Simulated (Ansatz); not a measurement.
BaF2:
```cif
data_Ba2F4
_chemical_formula_sum 'Ba2 F4'
_space_group_name_H-M_alt 'P63/mmc'
_space_group_IT_number 194
_space_group_name_Hall '-P 6c 2c'
_cell_length_a 4.31081
_cell_length_b 4.31081
_cell_length_c 5.78989
_cell_angle_alpha 90.000
_cell_angle_beta 90.000
_cell_angle_gamma 120.000
loop_
_atom_site_label
_atom_site_type_symbol
_atom_site_symmetry_multiplicity
_atom_site_Wyckoff_symbol
_atom_site_fract_x
_atom_site_fract_y
_atom_site_fract_z
_atom_site_occupancy
Ba1 Ba 2 c 0.33333 0.66667 0.25000 1
F1 F 2 a 0.00000 0.00000 0.00000 1
F2 F 2 d 0.66667 0.33333 0.25000 1
```

Relaxed at zero pressure with LDA (plane waves, PAW; program Ansatz).

Problem. The volume is lowered by 3 % and shape and atoms relax at that volume. What pressure results, and how do the axes share the change?

Solution. 2.4 GPa; a -0.5 %, b -0.5 %, c -1.9 %; the energy rises by 3 meV/atom.

Problem. Give the new structure.

Solution. 
Space group P6₃/mmc (No. 194); a = b = 4.2873 Å, c = 5.6779 Å, α = β = 90.00°, γ = 120.00°

```csv
atom,site,symmetry,x,y,z
Ba,2c,-6m2,0.3333,0.6667,0.2500
F,2a,-3m.,0.0000,0.0000,0.0000
F,2d,-6m2,0.6667,0.3333,0.2500
```

The phase is kept; no other phase was compared at this pressure.

Space group P6_3/mmc. The workflow started from a Materials Project entry (that database holds measured and hypothetical structures alike); the Crystallography Open Database copy checked does not list it. It is not the phase usual at ambient conditions (space group No. 225). The LDA relaxation kept the symmetry of its start; whether a distortion lowers the energy is not shown. Scalar-relativistic: spin–orbit coupling is off unless named, which matters more the heavier the elements.

Potentials: the later of the program's two PAW sets.
